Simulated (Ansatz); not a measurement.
SrO in space group P6_3/mmc (No. 194; Sr on 2d, O on 2c), a = b = 4.2701 Å, c = 5.1444 Å, α = β = 90.00°, γ = 120.00°.

Relaxed with r²SCAN.

### Question
Give the optical modes at the zone centre with their infrared and Raman activity from DFPT, r²SCAN (plane waves, PAW; program Ansatz).

### Answer
Transverse frequencies, without the LO–TO term; a row sums one degenerate level.

| ω (cm⁻¹) | degeneracy | IR ((D/Å)²/amu) | Raman (Å⁴/amu) | activity | symmetry |
|---|---|---|---|---|---|
| 126 | 2 | 0.00 | 0.079 | Raman | E2g |
| 190 | 1 | 0.00 | 0 | silent | B1g |
| 218 | 1 | 19.50 | 0 | IR | A2u |
| 301 | 1 | 0.00 | 0 | silent | B1g |
| 317 | 2 | 0.00 | 27 | Raman | E2g |
| 319 | 2 | 30.30 | 0 | IR | E1u |

### Question
How high does the top mode go among those that the LO–TO term moves?

### Answer
478 cm⁻¹ for q along x, 478 cm⁻¹ for q along y, 457 cm⁻¹ for q along z.

The workflow started from a Materials Project entry (that database holds measured and hypothetical structures alike); the Crystallography Open Database copy checked does not list it. It is not the phase usual at ambient conditions (space group No. 225). The cell was relaxed with r²SCAN under the symmetry of its start; phonons on a q-mesh show no instability.

Potentials: the later of the program's two PAW sets.
